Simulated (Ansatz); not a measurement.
PbS:
```xyz
4
Lattice="4.2110 0.0000 0.0000 0.0000 4.2718 0.0000 0.0000 0.0000 32.0000" Properties=species:S:1:pos:R:3 pbc="T T F"
Pb     0.0000     4.2460    14.5567
Pb     2.1055     2.1101    17.4433
S      0.0000     4.0541    17.2112
S      2.1055     1.9182    14.7888
```
The layer is periodic in x and y and isolated along z.

Relaxed with r²SCAN+D4. Special points in fractions of this cell's reciprocal vectors: Γ (0.000, 0.000, 0.000); X (0.500, 0.000, 0.000); S (0.500, 0.500, 0.000); Y (0.000, 0.500, 0.000).

Q: List the band energies nearest the valence-band maximum at these points for DFT-r²SCAN+D4 with spin–orbit coupling in the program Ansatz with PAW potentials.

A: In eV from the valence-band maximum; about four levels below and three above (degenerate sets whole), none deeper than 8.9 eV; points with the same levels are listed once.

```tsv
k	below	above
Γ	-1.32 -1.32 -0.21 -0.21	2.09 2.09 4.38 4.38
X	-0.38 -0.38 -0.27 -0.27	1.98 1.98 2.09 2.09
S	-1.50 -1.50 -1.44 -1.44	4.02 4.02 4.16 4.16
Y	-0.25 -0.25 -0.25 -0.25	2.03 2.03 2.03 2.03
```

Space group Pmn2_1 (puckered). The layer was cut from a bulk entry of the Materials Project (measured or hypothetical); whether that bulk phase is the ambient one, and whether the layer has been isolated, was not checked. Symmetry was held in the r²SCAN+D4 relaxation; its stability against distortions is not shown here.

Potentials: the later of the program's two PAW sets.
